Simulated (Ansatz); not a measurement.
input.yaml

```yaml
crystal:
  lattice:
    - [6.3187499463, 0.0, 0.0]
    - [0.0, 6.3187499463, 0.0]
    - [0.0, 0.0, 26.0443499463]
  atoms:
    - { symbol: W, position: [0.25, 0.75, 0.30716835] }
    - { symbol: W, position: [0.25, 0.25, 0.30716835] }
    - { symbol: W, position: [0.75, 0.75, 0.30716835] }
    - { symbol: W, position: [0.75, 0.25, 0.30716835] }
    - { symbol: W, position: [0.5, 0.5, 0.3678220998] }
    - { symbol: W, position: [0.5, 0.0, 0.3678220998] }
    - { symbol: W, position: [0.0, 0.5, 0.3678220998] }
    - { symbol: W, position: [0.0, 0.0, 0.3678220998] }
    - { symbol: W, position: [0.7525212741, 0.25, 0.4292242599] }
    - { symbol: W, position: [0.7493902325, 0.75, 0.4277495112] }
    - { symbol: W, position: [0.2474787259, 0.25, 0.4292242599] }
    - { symbol: W, position: [0.2506097675, 0.75, 0.4277495112] }
    - { symbol: W, position: [0.0, -0.0059561757, 0.4901623637] }
    - { symbol: W, position: [0.0, 0.5059561757, 0.4901623637] }
    - { symbol: W, position: [0.5, -0.0026541313, 0.489465967] }
    - { symbol: W, position: [0.5, 0.5026541313, 0.489465967] }
    - { symbol: W, position: [0.2747326367, 0.75, 0.5468847748] }
    - { symbol: W, position: [0.2075127455, 0.25, 0.5514511714] }
    - { symbol: W, position: [0.7252673633, 0.75, 0.5468847748] }
    - { symbol: W, position: [0.7924872545, 0.25, 0.5514511714] }
basis:
  ecutwfc: 420
kpoints:
  mp_grid: { grid: [3, 3, 1] }
hamiltonian:
  xc: pbe
  dispersion: d3bj
scf:
  occupations: { method: gaussian, width: 0.1 }
output:
  forces: true
  eigenvalues: true
  write_density: true
  volumetric_format: npy
efield:
  axis: 3
  dipole_correction: true
  ramp_width: 0.04
```

Launched with
```bash
ansatz run input.yaml --threads 4 --pin off --max-ram 10240MiB --backend cpu --events-out ev --progress --plain --runs-dir out
```

Theory: Ansatz 0.2.0, DFT PBE+D3(BJ), scalar-relativistic, plane waves, PAW.

From the run's log, abridged:

```
Pseudopotentials: kind: paw
Pseudopotential: W, paw, valence charge 14, recommended cutoff 420 eV (normal)
Functional definition: PBE
Crystal: 20 atoms, lattice volume = 1039.862 Å³
Basis set: ecut = 420 eV, 20395 PW (Γ), exchange–correlation on 90×90×360 points (8 copies of the dense FFT grid, shifted against one another)
Bands: 168, of which v1, the nominal top of the filled ones, is band 140 counted from 1 (139 counted from 0)
Symmetry: 4 space group operations
Space group: Pmm2 (ITA 25), of the structure as read, at distance tolerance 1.0e-4 Å
k-points: 4 of 9
Initial density: superposition of atomic densities (neutral atoms: chi_scale 0, normalization atom), corrected by the library's trained network
Initial wavefunctions: pseudopotential atomic-orbital guess
Functional: x = pbe(κ = 0.804, μ = 0.21951497), c = pbe(β = 0.06672455)
SCF iter   1: F=—  HF=-207685.186677 eV  |F-HF|=—  |Δ(HF+E_count)|=         —  Δρ=5.64e-3  dr2=1.30e0  ethr=1.77e-3  p=-0.013 e·Å  D=-2.31e-3 V/Å  ΔV_dip=0.06 eV  dr2_dipole=2.57e-2  V_vac-E_F(+/−)=4.36/4.30 eV  ⟨swp⟩=11.5  Hψ=3628  notcnv=0
efield: sawtooth ramp at fractional position 0.9093 (placed from the atoms, in the widest stretch of the axis that holds none; the zero of the levels goes with the place), width 0.0400; the density the first Hamiltonian is built on has a dipole p = -0.013 e·Å; the dipole correction subtracts the counter field D = -2.31e-3 V/Å, which shifts the + side's vacuum level by +0.06 eV against the − side's; the planar-averaged density in the ramp window peaks in size at 3.2e-6 e/Å³
SCF iter   2: F=—  HF=-207685.112133 eV  |F-HF|=—  |Δ(HF+E_count)|=   7.45e-2  Δρ=3.18e-3  dr2=2.61e-1  ethr=4.65e-4  p=-0.036 e·Å  D=-6.26e-3 V/Å  ΔV_dip=0.16 eV  dr2_dipole=1.21e-2  V_vac-E_F(+/−)=4.33/4.16 eV  ⟨swp⟩=2.5  Hψ=1039  notcnv=0  defer=69
SCF iter   3: F=—  HF=-207685.087841 eV  |F-HF|=—  |Δ(HF+E_count)|=   2.43e-2  Δρ=1.04e-3  dr2=5.35e-2  ethr=9.31e-5  p=-0.029 e·Å  D=-5.09e-3 V/Å  ΔV_dip=0.13 eV  dr2_dipole=1.06e-3  V_vac-E_F(+/−)=4.32/4.19 eV  ⟨swp⟩=2.2  Hψ=977  notcnv=0  defer=69
SCF iter   4: F=—  HF=-207685.084284 eV  |F-HF|=—  |Δ(HF+E_count)|=   3.56e-3  Δρ=2.87e-4  dr2=3.74e-3  ethr=1.91e-5  p=-0.030 e·Å  D=-5.20e-3 V/Å  ΔV_dip=0.14 eV  dr2_dipole=2.97e-4  V_vac-E_F(+/−)=4.31/4.18 eV  ⟨swp⟩=2.0  Hψ=836  notcnv=0  defer=69
SCF iter   5: F=—  HF=-207685.083970 eV  |F-HF|=—  |Δ(HF+E_count)|=   3.13e-4  Δρ=1.01e-4  dr2=4.18e-4  ethr=1.33e-6  p=-0.031 e·Å  D=-5.31e-3 V/Å  ΔV_dip=0.14 eV  dr2_dipole=6.03e-5  V_vac-E_F(+/−)=4.31/4.17 eV  ⟨swp⟩=2.0  Hψ=852  notcnv=0  defer=69
SCF iter   6: F=—  HF=-207685.084026 eV  |F-HF|=—  |Δ(HF+E_count)|=   5.54e-5  Δρ=3.85e-5  dr2=3.52e-5  ethr=1.49e-7  p=-0.030 e·Å  D=-5.23e-3 V/Å  ΔV_dip=0.14 eV  dr2_dipole=2.17e-6  V_vac-E_F(+/−)=4.30/4.17 eV  ⟨swp⟩=2.2  Hψ=892  notcnv=0  defer=69
SCF iter   7: F=—  HF=-207685.083527 eV  |F-HF|=—  |Δ(HF+E_count)|=   4.99e-4  Δρ=1.65e-5  dr2=7.07e-6  ethr=1.26e-8  p=-0.030 e·Å  D=-5.20e-3 V/Å  ΔV_dip=0.14 eV  dr2_dipole=7.13e-7  V_vac-E_F(+/−)=4.30/4.17 eV  ⟨swp⟩=2.2  Hψ=920  notcnv=0  defer=55
SCF iter   8: F=—  HF=-207685.083530 eV  |F-HF|=—  |Δ(HF+E_count)|=   3.77e-6  Δρ=7.00e-6  dr2=1.56e-6  ethr=2.53e-9  p=-0.030 e·Å  D=-5.16e-3 V/Å  ΔV_dip=0.13 eV  dr2_dipole=1.22e-8  V_vac-E_F(+/−)=4.30/4.17 eV  ⟨swp⟩=2.5  Hψ=854  notcnv=0  defer=55
SCF iter   9: F=—  HF=-207685.083531 eV  |F-HF|=—  |Δ(HF+E_count)|=   6.16e-7  Δρ=2.95e-6  dr2=1.52e-7  ethr=5.59e-10  p=-0.030 e·Å  D=-5.15e-3 V/Å  ΔV_dip=0.13 eV  dr2_dipole=3.57e-9  V_vac-E_F(+/−)=4.30/4.17 eV  ⟨swp⟩=3.0  Hψ=1035  notcnv=0  defer=55
SCF iter  10: F=-207685.083531 eV  HF=-207685.083531 eV  |F-HF|=4.52e-8  |Δ(HF+E_count)|=   2.88e-7  Δρ=9.50e-7  dr2=2.09e-8  ethr=3.57e-11  p=-0.030 e·Å  D=-5.14e-3 V/Å  ΔV_dip=0.13 eV  dr2_dipole=2.57e-9  V_vac-E_F(+/−)=4.30/4.17 eV  ⟨swp⟩=17.0  Hψ=3208  notcnv=0
SCF 1 converged in 10 iterations: F = -207685.083531 eV  dr2 = 2.09e-8
SCF converged after 10 iterations
Free energy (F): -207685.083531 eV
Harris-Foulkes:  -207685.083531 eV  (|F-HF|=4.52e-8)
Internal energy: -207684.947233 eV  (E = F + TS)
E sigma→0 (E₀):  -207685.015382 eV
Entropy (-TS):   -0.136298 eV (-6.815 meV/atom)
Fermi energy:    4.039668 eV
Dipole field:    D = -0.005111 V/Å  (p = -0.029373 e·Å, saw-weighted, corrected)
Work function:   Φ+ = 4.3000 eV   Φ− = 4.1669 eV
Levels:          The Fermi level and band energies are counted from a zero that moves with the ramp; work functions are not
--- Per-component energies (eV) ---
  E_band       = -6763.337869
  E_kinetic    = 8953.979105
  E_local      = -388810.444405  (includes V_loc(G=0)·N_el)
  E_nonlocal   = 30.366352
  E_hartree    = 190149.726350
  E_xc         = -5308.896840
  E_vxc        = -4736.285145  (∫ρ·V_xc dr)
  E_paw        = -171251.335650  (= ΣΔE_a)
  E_vpaw       = -2500.379997  (= ΣTr[D̂ρ^β])
  E_aug_tail   = -0.001174  (compensation charges beyond the density's cutoff)
  E_efield     = 0.000075  (sawtooth field / dipole correction)
  E_vefield    = -0.030334  (∫n·V_field dr)
  E_ewald      = 158561.025428
  E_disp       = -9.366475  (pairwise vdW)
  E_smearing   = -0.136298  (= −TS)
--- Forces (eV/Å), atoms counted from 1 ---
  atom   1  W      0.04863279     0.00000000     1.30228098
  atom   2  W     -0.01647295     0.00000000     1.39547441
  atom   3  W     -0.04863279     0.00000000     1.30228098
  atom   4  W      0.01647295     0.00000000     1.39547441
  atom   5  W      0.00000000    -0.09770496    -1.36315911
  atom   6  W      0.00000000     0.09770496    -1.36315911
  atom   7  W      0.00000000    -0.14645716    -1.40158395
  atom   8  W      0.00000000     0.14645716    -1.40158395
  atom   9  W     -0.15213748     0.00000000     0.11407815
  atom  10  W     -0.17072701     0.00000000     0.20129244
  atom  11  W      0.15213748     0.00000000     0.11407815
  atom  12  W      0.17072701     0.00000000     0.20129244
  atom  13  W      0.00000000     0.43342299     0.21364339
  atom  14  W      0.00000000    -0.43342299     0.21364339
  atom  15  W      0.00000000     0.84033800     0.54374914
  atom  16  W      0.00000000    -0.84033800     0.54374914
  atom  17  W      0.58409072     0.00000000     0.01382460
  atom  18  W     -0.00358709     0.00000000    -1.01960655
  atom  19  W     -0.58409072     0.00000000     0.01382460
  atom  20  W      0.00358709     0.00000000    -1.01960655
--- Band table (eV) ---
  k-point 0: bands = ["-70.0485", "-70.0122", "-69.9938", "-69.9724", "-69.9563", "-69.9313", "-69.9221", "-69.9081", "-69.9062", "-69.9024", "-69.8910", "-69.8617", "-69.8152", "-69.8022", "-69.7965", "-69.7934", "-69.7931", "-69.7834", "-69.7762", "-69.7565", "-34.9163", "-34.8854", "-34.8600", "-34.8284", "-34.7981", "-34.7925", "-34.6474", "-34.6377", "-34.5926", "-34.5333", "-34.5278", "-34.4960", "-34.4741", "-34.4729", "-34.4705", "-34.4131", "-34.3534", "-34.3512", "-34.3032", "-34.2946", "-34.2873", "-34.2740", "-34.2712", "-34.2407", "-34.2086", "-34.2043", "-34.1945", "-34.1462", "-34.1430", "-34.1322", "-34.1180", "-34.1004", "-34.0237", "-34.0052", "-33.9969", "-33.9896", "-33.9 ...
  k-point 1: bands = ["-70.0403", "-70.0118", "-70.0029", "-69.9728", "-69.9517", "-69.9287", "-69.9270", "-69.9102", "-69.9072", "-69.9059", "-69.8919", "-69.8619", "-69.8137", "-69.8032", "-69.7912", "-69.7892", "-69.7864", "-69.7831", "-69.7787", "-69.7646", "-34.8478", "-34.8114", "-34.8022", "-34.7590", "-34.7576", "-34.7373", "-34.6855", "-34.6502", "-34.6283", "-34.6209", "-34.5866", "-34.5523", "-34.5158", "-34.4384", "-34.4300", "-34.4189", "-34.4040", "-34.3769", "-34.3659", "-34.2864", "-34.2764", "-34.2709", "-34.2592", "-34.2537", "-34.2219", "-34.2058", "-34.1954", "-34.1940", "-34.1779", "-34.1741", "-34.1427", "-34.0998", "-34.0470", "-34.0332", "-34.0229", "-34.0177", "-34.0 ...
  k-point 2: bands = ["-70.0388", "-70.0203", "-69.9898", "-69.9793", "-69.9498", "-69.9310", "-69.9264", "-69.9152", "-69.9051", "-69.9000", "-69.8946", "-69.8626", "-69.8143", "-69.7974", "-69.7937", "-69.7914", "-69.7854", "-69.7842", "-69.7789", "-69.7644", "-34.8731", "-34.8441", "-34.7877", "-34.7578", "-34.7435", "-34.7406", "-34.6835", "-34.6643", "-34.6156", "-34.6003", "-34.5282", "-34.5174", "-34.5072", "-34.4652", "-34.4405", "-34.4123", "-34.4083", "-34.4018", "-34.3712", "-34.2881", "-34.2738", "-34.2623", "-34.2585", "-34.2418", "-34.2332", "-34.2265", "-34.2044", "-34.1929", "-34.1814", "-34.1769", "-34.1449", "-34.1071", "-34.0797", "-34.0469", "-34.0445", "-33.9868", "-33.9 ...
  k-point 3: bands = ["-70.0329", "-70.0185", "-69.9962", "-69.9810", "-69.9473", "-69.9300", "-69.9231", "-69.9131", "-69.9094", "-69.9061", "-69.8971", "-69.8639", "-69.8120", "-69.7970", "-69.7896", "-69.7868", "-69.7847", "-69.7833", "-69.7798", "-69.7705", "-34.8167", "-34.7985", "-34.7437", "-34.7149", "-34.7016", "-34.6969", "-34.6464", "-34.6286", "-34.6025", "-34.5988", "-34.5758", "-34.5602", "-34.5153", "-34.5084", "-34.4842", "-34.4310", "-34.4226", "-34.4056", "-34.3878", "-34.3631", "-34.3338", "-34.2948", "-34.2736", "-34.2449", "-34.2263", "-34.2178", "-34.2150", "-34.1947", "-34.1933", "-34.1704", "-34.1441", "-34.1228", "-34.1035", "-34.0743", "-34.0671", "-33.9940", "-33.9 ...
```

The calculation finished and met its thresholds.

Time: 16 s on 4 threads of Intel(R) Xeon(R) 6975P-C (Granite Rapids) (shared host), peak memory 3 GiB.

Spin–orbit coupling is left out, which can shift energies with elements as heavy as these.